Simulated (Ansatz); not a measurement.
**AlCo (CsCl type): scan of one atom of the cell**

Starting cell, AlCo (CsCl type):

```
AlCo
1.0
    2.85208     0.00000     0.00000
    0.00000     2.85208     0.00000
    0.00000     0.00000     2.85208
Al Co
1 1
Direct
  0.00000   0.00000   0.00000
  0.50000   0.50000   0.50000
```

Scan: atom 1 (Al, nearest neighbour Co at 2.470 Å; its periodic images, 2.9 Å or more away, move with it) is displaced along Cartesian z, direction (0.000, 0.000, 1.000) in Cartesian axes, by s. The other atoms stay.

Computed with PBE (plane waves to 420 eV, PAW, scalar-relativistic; Ansatz, an electronic-structure program). k mesh 13×13×13 (Γ-centred), Fermi-Dirac smearing 0.05 eV. The energy includes the smearing's −TS. Stress and pressure are positive under compression. With partly filled bands, energies and forces of such displacements shift with the k mesh and the smearing. F∥ is the force on the atom along that direction. AlCo is run without spin polarisation. AlCo was relaxed with its symmetry unable to fall. ΔE is measured from the undisplaced structure.

```csv
s (Å),ΔE (meV/cell),F∥ (eV/Å),P (GPa)
-0.250,226,1.804,4.6
-0.200,145,1.446,2.9
-0.150,81,1.086,1.6
-0.100,36,0.724,0.7
-0.050,9,0.362,0.2
0.000,0,0.000,0.0
0.050,9,-0.362,0.2
0.100,36,-0.724,0.7
0.150,81,-1.086,1.6
0.200,145,-1.446,2.9
0.250,226,-1.804,4.6
```

What the scan shows:

| Property | Value |
|---|---|
| Energy at s = 0.250 Å | 226 meV/cell |
| Force along the line at s = -0.250 Å | 1.80 eV/Å |
| Symmetry of the curve | even: the same for both signs |
| Shape of the curve | a single well with its minimum at or next to zero displacement |
| Force constant k = d²E/ds² at s = 0 (finite differences) | 7.24 eV/Å² |
| Harmonic estimate at the end of the scan | ½ks² = 226 meV/cell against the computed 226 meV/cell, so the well is close to harmonic there |
| Zone-centre optical wavenumber from k | 326 cm⁻¹ |

The 11 points together took very roughly 60 core-seconds.

(For displaced atoms, the force is minus the slope of the energy, and its curvature is a force constant, which sets phonon frequencies.)
